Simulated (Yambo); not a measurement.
Yambo run on Ba$_{2}$H$_{3}$I (space group P-3m1, No. 164). The wavefunctions come from this Quantum ESPRESSO step (LDA, PseudoDojo standard norm-conserving files, scalar-relativistic):

```
&CONTROL
  calculation = 'nscf'
  pseudo_dir = './pseudo'
  outdir = './out'
/
&SYSTEM
  ibrav = 0
  nat = 6
  ntyp = 3
  ecutwfc = 74.0
  ecutrho = 296.0
  occupations = 'fixed'
  force_symmorphic = .true.
  nbnd = 257
/
&ELECTRONS
  conv_thr = 6.000000000000001e-09
  diago_full_acc = .true.
  diago_thr_init = 1e-08
/
ATOMIC_SPECIES
H 1.0080 H.upf
I 126.9045 I.upf
Ba 137.3270 Ba.upf
CELL_PARAMETERS angstrom
  4.536400155000   0.000000000000   0.000000000000
 -2.268200078000   3.928637776000   0.000000000000
  0.000000000000   0.000000000000   8.119550000000
ATOMIC_POSITIONS crystal
H   0.666666667000   0.333333333000   0.356100000000
H   0.333333333000   0.666666667000   0.643900000000
H   0.000000000000   0.000000000000   0.500000000000
I   0.000000000000   0.000000000000   0.000000000000
Ba   0.666666667000   0.333333333000   0.684720000000
Ba   0.333333333000   0.666666667000   0.315280000000
K_POINTS automatic
3 3 2 0 0 0
```

Yambo input:

```
rim_cut
gw0
dyson
el_el_corr
HF_and_locXC
ppa
em1d
RandQpts= 1000000
RandGvec= 1 Ry
EXXRLvcs= 74 Ry
VXCRLvcs= 296 Ry
Chimod= "HARTREE"
% BndsRnXp
 1 | 256 |
%
NGsBlkXp= 8 Ry
% LongDrXp
 1.0 | 1.0 | 1.0 |
%
PPAPntXp= 27.2114 eV
% GbndRnge
 1 | 256 |
%
GTermKind= "BG"
DysSolver= "n"
ExtendOut
% QPkrange
 2 | 2 | 15 | 16 |
 4 | 4 | 15 | 16 |
%
```

k points by index: 2 = A, 4 = (0, 0.333, -0.5).

Table of the .qp output:

```
#    K-point    Band    Eo [eV]    E [eV]    E-Eo [eV]    Vxc [eV]    Vnlxc [eV]    Sc|Eo [eV]    Sc|E [eV]    dSc/dw|Eo [eV]    Re(Z)    Im(Z)
#
    2    15    0.000000    -1.022334    -1.022334    -10.64135    -13.21257    1.268698    1.548895    -7.457151    0.784898    -0.001615
    2    16    2.408710    2.959765    0.551055    -9.172913    -4.671251    -3.829597    -3.950607    -5.974052    0.819977    -0.001363
    4    15    -1.527428    -2.593199    -1.065771    -10.10034    -12.98181    1.529314    1.815693    -7.312378    0.788189    0.001714
    4    16    2.311481    2.848241    0.536760    -8.462413    -4.107214    -3.704081    -3.818439    -5.796013    0.824401    -0.001311
```
(The two width columns are left out.) Convergence of these settings isn't established.

Spin-orbit coupling is not included.

Geometry of the Materials Project entry, not relaxed at this level.

The structure is a Materials Project entry; no match was found in the copy of COD used, and its stability was not checked.
